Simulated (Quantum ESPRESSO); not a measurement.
HfAl3Rh2W2, one run as intended and one with a planted mistake

Simulated, not a measurement. The program is pw.x of Quantum ESPRESSO 7.5 (plane-wave density functional theory). The cell is made up: eight metal atoms on a face-centred cubic lattice, with elements, volume, strain and displacements drawn at random and not relaxed, so it may be unstable or far from any real phase. PseudoDojo standard norm-conserving files set the functional (PBE unless stated); there is no spin polarisation or spin-orbit coupling, the Fermi-Dirac width of 0.25 eV means electrons at about 2900 K, and the masses in the input are unused placeholders. Heavy elements are run without spin-orbit coupling, which real alloys of them have. A spin test at this wide smearing found no moment, but such smearing suppresses magnetism that the real alloy may have.

Intended input:

```
&control calculation='scf', pseudo_dir='./dojo.nc.sr.pbe.v0_5.standard.upf', outdir='./o', disk_io='minimal', tprnfor=.true., tstress=.true. /
&system ibrav=0, nat=8, ntyp=4, nbnd=56, ecutwfc=87.97787729, nosym=.true., tot_charge=0,
 occupations='smearing', smearing='fd', degauss=0.0183746611
/
&electrons conv_thr=1.470e-08, electron_maxstep=70, mixing_beta=0.5 /
ATOMIC_SPECIES
Al 1.0 Al.upf
Hf 1.0 Hf.upf
Rh 1.0 Rh.upf
W 1.0 W.upf
CELL_PARAMETERS angstrom
0.0 -2.0352 -2.0352
-6.1056 -2.0352 0.0
-2.0352 4.0704 -6.1056
ATOMIC_POSITIONS angstrom
Hf -0.0432 0.0043 0.0515
Al -2.0918 2.0509 -4.0499
Al -2.0332 -0.0511 -2.0222
Rh -4.0527 2.013 -6.1444
W -4.0202 0.0377 -4.0916
Al -4.1251 -2.0669 -2.0271
W -6.1147 0.0137 -6.0972
Rh -6.1364 -2.0874 -4.0629
K_POINTS automatic
8 4 3 1 1 1
```

The log is shortened where brackets say so; the opening notice, blank lines, dates and the lines on written files are dropped, and the path of the files is cut. It prints rydbergs, bohrs and kilobars, and counts compression as positive stress. Its total energy is the free energy E - TS of the whole cell.

Log of the intended run:

```
     Program PWSCF v.7.5
     Parallel version (MPI & OpenMP), running on       4 processor cores
     Number of MPI processes:                 4
     Threads/MPI process:                     1
     [start-up lines left out]
     bravais-lattice index     =            0
     lattice parameter (alat)  =       5.4390  a.u.
     unit-cell volume          =     910.2022 (a.u.)^3
     number of atoms/cell      =            8
     number of atomic types    =            4
     number of electrons       =        83.00
     number of Kohn-Sham states=           56
     kinetic-energy cutoff     =      87.9779  Ry
     charge density cutoff     =     351.9115  Ry
     scf convergence threshold =      1.5E-08
     mixing beta               =       0.5000
     number of iterations used =            8  plain     mixing
     Exchange-correlation= PBE
                           (   1   4   3   4   0   0   0)
     [axes and pseudopotential details left out]
   Cartesian axes
     site n.     atom                  positions (alat units)
         1        Hf     tau(   1) = (  -0.0150093   0.0014940   0.0178931  )
         2        Al     tau(   2) = (  -0.7267718   0.7125616  -1.4070911  )
         3        Al     tau(   3) = (  -0.7064119  -0.0177541  -0.7025901  )
         4        Rh     tau(   4) = (  -1.4080639   0.6993936  -2.1348010  )
         5        W      tau(   5) = (  -1.3967722   0.0130984  -1.4215793  )
         6        Al     tau(   6) = (  -1.4332184  -0.7181206  -0.7042925  )
         7        W      tau(   7) = (  -2.1244820   0.0047599  -2.1184019  )
         8        Rh     tau(   8) = (  -2.1320214  -0.7252431  -1.4116078  )
     number of k points=    48  Fermi-Dirac smearing, width (Ry)=  0.0184
                       cart. coord. in units 2pi/alat
        k(    1) = (  -0.0534013  -0.0165728  -0.0718155), wk =   0.0416667
        k(    2) = (   0.0055243  -0.1933495   0.1049612), wk =   0.0416667
     [further k points left out]
     Dense  grid:   101455 G-vectors     FFT dimensions: (  36,  75,  90)
     Estimated max dynamical RAM per process >     303.59 MB
     Estimated total dynamical RAM >       1.11 GB
     Initial potential from superposition of free atoms
     starting charge      82.9885, renormalised to      83.0000
     Starting wfcs are   62 randomized atomic wfcs
     total cpu time spent up to now is        3.6 secs
     per-process dynamical memory:   234.2 Mb
     Self-consistent Calculation
     iteration #  1     ecut=    87.98 Ry     beta= 0.50
     Davidson diagonalization with overlap
     ethr =  1.00E-02,  avg # of iterations =  3.5
     total cpu time spent up to now is       11.3 secs
     total energy              =    -898.60092508 Ry
     estimated scf accuracy    <       1.46136463 Ry
     iteration #  2     ecut=    87.98 Ry     beta= 0.50
     Davidson diagonalization with overlap
     ethr =  1.76E-03,  avg # of iterations =  3.3
     total cpu time spent up to now is       19.3 secs
     total energy              =    -898.60672429 Ry
     estimated scf accuracy    <      10.39975990 Ry
     [iterations 3 to 16 left out]
     iteration # 17     ecut=    87.98 Ry     beta= 0.50
     Davidson diagonalization with overlap
     ethr =  4.53E-10,  avg # of iterations =  1.0
     total cpu time spent up to now is      113.8 secs
     total energy              =    -899.43603994 Ry
     estimated scf accuracy    <       0.00000008 Ry
     iteration # 18     ecut=    87.98 Ry     beta= 0.50
     Davidson diagonalization with overlap
     ethr =  9.60E-11,  avg # of iterations =  1.0
     total cpu time spent up to now is      119.5 secs
     End of self-consistent calculation
     [lines on levels left out]
!    total energy              =    -899.43603995 Ry
     estimated scf accuracy    <          2.7E-09 Ry
     smearing contrib. (-TS)   =      -0.09346330 Ry
     internal energy E=F+TS    =    -899.34257665 Ry
     The total energy is F=E-TS. E is the sum of the following terms:
     one-electron contribution =    -366.43037671 Ry
     hartree contribution      =     219.48379331 Ry
     xc contribution           =    -176.78154309 Ry
     ewald contribution        =    -575.61445016 Ry
     convergence has been achieved in  18 iterations
     Forces acting on atoms (cartesian axes, Ry/au):
     atom    1 type  2   force =     0.00791721   -0.01063235   -0.00411579
     atom    2 type  1   force =     0.01683285   -0.01126766    0.00728712
     atom    3 type  1   force =    -0.02955751    0.03294408   -0.02445554
     atom    4 type  3   force =    -0.02278628    0.00755194    0.00066197
     atom    5 type  4   force =    -0.04328298   -0.01654521    0.01193746
     atom    6 type  1   force =     0.02898612    0.01987104   -0.01516960
     atom    7 type  4   force =     0.03583108   -0.01695088    0.01764477
     atom    8 type  3   force =     0.00605951   -0.00497097    0.00620962
     Total force =     0.097607     Total SCF correction =     0.000212
     Computing stress (Cartesian axis) and pressure
          total   stress  (Ry/bohr**3)                   (kbar)     P=      -89.95
  -0.00081074   0.00008972  -0.00010127         -119.26       13.20      -14.90
   0.00008972  -0.00050085   0.00014828           13.20      -73.68       21.81
  -0.00010127   0.00014828  -0.00052287          -14.90       21.81      -76.92
     init_run     :      3.40s CPU      3.52s WALL (       1 calls)
     electrons    :    115.62s CPU    115.87s WALL (       1 calls)
     forces       :      1.38s CPU      1.40s WALL (       1 calls)
     stress       :      4.89s CPU      4.98s WALL (       1 calls)
     [timing details left out]
     PWSCF        :   2m 5.39s CPU   2m 5.91s WALL
     JOB DONE.
```

A second run has one planted mistake: one coordinate of one atom is wrong. The input lines that differ:

```
- Al -2.0332 -0.0511 -2.0222
+ Al -2.0332 -0.2111 -2.0222
```

Its log:

```
     Program PWSCF v.7.5
     Parallel version (MPI & OpenMP), running on       4 processor cores
     Number of MPI processes:                 4
     Threads/MPI process:                     1
     [start-up lines left out]
     bravais-lattice index     =            0
     lattice parameter (alat)  =       5.4390  a.u.
     unit-cell volume          =     910.2022 (a.u.)^3
     number of atoms/cell      =            8
     number of atomic types    =            4
     number of electrons       =        83.00
     number of Kohn-Sham states=           56
     kinetic-energy cutoff     =      87.9779  Ry
     charge density cutoff     =     351.9115  Ry
     scf convergence threshold =      1.5E-08
     mixing beta               =       0.5000
     number of iterations used =            8  plain     mixing
     Exchange-correlation= PBE
                           (   1   4   3   4   0   0   0)
     [axes and pseudopotential details left out]
   Cartesian axes
     site n.     atom                  positions (alat units)
         1        Hf     tau(   1) = (  -0.0150093   0.0014940   0.0178931  )
         2        Al     tau(   2) = (  -0.7267718   0.7125616  -1.4070911  )
         3        Al     tau(   3) = (  -0.7064119  -0.0733443  -0.7025901  )
         4        Rh     tau(   4) = (  -1.4080639   0.6993936  -2.1348010  )
         5        W      tau(   5) = (  -1.3967722   0.0130984  -1.4215793  )
         6        Al     tau(   6) = (  -1.4332184  -0.7181206  -0.7042925  )
         7        W      tau(   7) = (  -2.1244820   0.0047599  -2.1184019  )
         8        Rh     tau(   8) = (  -2.1320214  -0.7252431  -1.4116078  )
     number of k points=    48  Fermi-Dirac smearing, width (Ry)=  0.0184
                       cart. coord. in units 2pi/alat
        k(    1) = (  -0.0534013  -0.0165728  -0.0718155), wk =   0.0416667
        k(    2) = (   0.0055243  -0.1933495   0.1049612), wk =   0.0416667
     [further k points left out]
     Dense  grid:   101455 G-vectors     FFT dimensions: (  36,  75,  90)
     Estimated max dynamical RAM per process >     303.59 MB
     Estimated total dynamical RAM >       1.11 GB
     Initial potential from superposition of free atoms
     starting charge      82.9885, renormalised to      83.0000
     Starting wfcs are   62 randomized atomic wfcs
     total cpu time spent up to now is        3.8 secs
     per-process dynamical memory:   234.2 Mb
     Self-consistent Calculation
     iteration #  1     ecut=    87.98 Ry     beta= 0.50
     Davidson diagonalization with overlap
     ethr =  1.00E-02,  avg # of iterations =  3.6
     total cpu time spent up to now is       11.7 secs
     total energy              =    -898.52429200 Ry
     estimated scf accuracy    <       1.55541205 Ry
     iteration #  2     ecut=    87.98 Ry     beta= 0.50
     Davidson diagonalization with overlap
     ethr =  1.87E-03,  avg # of iterations =  3.5
     total cpu time spent up to now is       20.0 secs
     total energy              =    -898.50681540 Ry
     estimated scf accuracy    <      11.57809507 Ry
     [iterations 3 to 15 left out]
     iteration # 16     ecut=    87.98 Ry     beta= 0.50
     Davidson diagonalization with overlap
     ethr =  1.92E-10,  avg # of iterations =  2.0
     total cpu time spent up to now is      120.4 secs
     total energy              =    -899.42171323 Ry
     estimated scf accuracy    <       0.00000067 Ry
     iteration # 17     ecut=    87.98 Ry     beta= 0.50
     Davidson diagonalization with overlap
     ethr =  1.92E-10,  avg # of iterations =  1.5
     total cpu time spent up to now is      126.9 secs
     End of self-consistent calculation
     [lines on levels left out]
!    total energy              =    -899.42171327 Ry
     estimated scf accuracy    <          1.8E-09 Ry
     smearing contrib. (-TS)   =      -0.09371316 Ry
     internal energy E=F+TS    =    -899.32800011 Ry
     The total energy is F=E-TS. E is the sum of the following terms:
     one-electron contribution =    -366.64191580 Ry
     hartree contribution      =     219.57752162 Ry
     xc contribution           =    -176.78737790 Ry
     ewald contribution        =    -575.47622803 Ry
     convergence has been achieved in  17 iterations
     Forces acting on atoms (cartesian axes, Ry/au):
     atom    1 type  2   force =     0.02508704   -0.02187062   -0.00728556
     atom    2 type  1   force =     0.01714801   -0.01511006    0.01064874
     atom    3 type  1   force =    -0.04244919    0.06207144   -0.03032979
     atom    4 type  3   force =    -0.02368389    0.00425499    0.00285525
     atom    5 type  4   force =    -0.04087693   -0.02203407    0.01359967
     atom    6 type  1   force =     0.02341227    0.01655508   -0.01537545
     atom    7 type  4   force =     0.03617660   -0.01810388    0.01936938
     atom    8 type  3   force =     0.00518609   -0.00576288    0.00651775
     Total force =     0.120302     Total SCF correction =     0.000193
     Computing stress (Cartesian axis) and pressure
          total   stress  (Ry/bohr**3)                   (kbar)     P=      -85.48
  -0.00073572   0.00006206  -0.00011150         -108.23        9.13      -16.40
   0.00006206  -0.00047019   0.00015157            9.13      -69.17       22.30
  -0.00011150   0.00015157  -0.00053742          -16.40       22.30      -79.06
     init_run     :      3.53s CPU      3.66s WALL (       1 calls)
     electrons    :    122.78s CPU    123.07s WALL (       1 calls)
     forces       :      1.52s CPU      1.54s WALL (       1 calls)
     stress       :      5.57s CPU      5.68s WALL (       1 calls)
     [timing details left out]
     PWSCF        :   2m13.54s CPU   2m14.14s WALL
     JOB DONE.
```

|  | intended run | run with the mistake |
| --- | --- | --- |
| free energy (eV) | -12237.451 | -12237.256 |
| entropy term -TS, part of it (eV) | -1.272 | -1.275 |
| pressure (GPa) | -9.00 | -8.55 |
| size of the largest force component (eV/Å) | 1.113 | 1.596 |
| largest change of a force component (eV/Å) |  | 0.749 |
| iterations | 18 | 17 |

For scale, a rerun of the intended cell at a higher cutoff and on a denser mesh moved values by no more than 0.004 eV in energy, 0.03 GPa in stress and 0.005 eV/Å in force, and a second program with other atomic files agreed on that cell to 2 % rms in force and 0.5 GPa in pressure.